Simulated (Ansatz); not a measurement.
TiN (rock salt)

```cif
data_N4Ti4
_chemical_formula_sum 'N4 Ti4'
_space_group_name_H-M_alt 'Fm-3m'
_space_group_IT_number 225
_space_group_name_Hall '-F 4 2 3'
_cell_length_a 4.24692
_cell_length_b 4.24692
_cell_length_c 4.24692
_cell_angle_alpha 90.000
_cell_angle_beta 90.000
_cell_angle_gamma 90.000
loop_
_atom_site_label
_atom_site_type_symbol
_atom_site_symmetry_multiplicity
_atom_site_Wyckoff_symbol
_atom_site_fract_x
_atom_site_fract_y
_atom_site_fract_z
_atom_site_occupancy
N1 N 4 a 0.00000 0.00000 0.00000 1
Ti1 Ti 4 b 0.50000 0.50000 0.50000 1
```
(The calculation used a cell of 2 atoms; values per cell refer to that cell.)

The volume is varied about the relaxed value V₀ at fixed cell shape. Symmetry pins the atoms to their sites.

Calculation: PBE (plane waves to 420 eV, PAW, scalar-relativistic; Ansatz, a program for electronic structure). k mesh 19×19×19 (Γ-centred), Fermi-Dirac smearing 0.05 eV. Energies are smeared free energies. Compression counts positive. TiN is run without spin polarisation. TiN was relaxed with its symmetry unable to fall. ΔE is measured from the relaxed starting cell.

The scan covers V/V₀ from 0.940 to 1.060 in 13 points.

Question: What is the fitted pressure derivative B₀′?

Answer: 4.3.

Question: What bulk modulus B₀ follows from a third-order Birch-Murnaghan fit?

Answer: 277 GPa.

(Under strain, the slope of the energy per volume gives the stress and its curvature an elastic modulus.)
